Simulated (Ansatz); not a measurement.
LiF:
```
LiF
1.0
    0.00000     2.00533     2.00533
    2.00533     0.00000     2.00533
    2.00533     2.00533     0.00000
Li F
1 1
Direct
  0.00000   0.00000   0.00000
  0.50000   0.50000   0.50000
```

Relaxed with HSE06.

Problem. Give the Bader charges and basin volumes of the independent atoms, HSE06 (plane waves, PAW; program Ansatz).

Solution. 

| atom | Bader charge (e) | Bader volume (Å³) |
|---|---|---|
| Li1 | +0.91 | 2.8 |
| F2 | -0.91 | 13.3 |

Space group Fm-3m (rock salt). The cell was relaxed with HSE06 under the symmetry of its start.

Potentials: the later of the program's two PAW sets.
